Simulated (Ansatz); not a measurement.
Consider a crystal of Zr3MoC in space group Pm-3m (No. 221), with Zr on 3d; Mo on 1a; C on 1b.

All numbers below come from DFT PBE, scalar-relativistic, plane waves, PAW (Ansatz 0.2.0). Cutoff 420 eV, Γ-centred mesh, Gaussian smearing, no spin polarisation.

The zero of energy is the elements' standard structures at the same level; no fitted shifts are applied.

Question: Predict the relaxed structure.

Answer:

Space group Pm-3m (No. 221). a = 4.943 Å, b = 4.943 Å, c = 4.943 Å, α = 90.00°, β = 90.00°, γ = 90.00°
```tsv
atom	site	symmetry	x	y	z
Zr	3d	4/mm.m	0.5000	0.0000	0.0000
Mo	1a	m-3m	0.0000	0.0000	0.0000
C	1b	m-3m	0.5000	0.5000	0.5000
```

It has the antiperovskite type. Around Zr lie 2 Mo at 2.47 Å, 4 C at 3.49 Å and 8 Zr at 3.49 Å; around Mo lie 6 Zr at 2.47 Å; around C lie 12 Zr at 3.49 Å.

Question: Where does its energy lie, and is it a metal?

Answer: The energy over the elements is +1.88 eV/atom and the gap on the 8×8×8 mesh of the 5-atom cell is 0 eV (a metal). The separate elements lie lower, so it is unstable against them.

The last run used Gaussian smearing of 0.10 eV. The cell is a metal run without spin; a magnetic state may lie lower. The reference form of C is held partly by dispersion forces, which this level lacks. A structure relaxed within its symmetry needn't be a true minimum. Another cell of Zr3MoC relaxed alike, in Pm-3m, lies 2.00 eV/atom lower, so this cell isn't the stable form at this level.
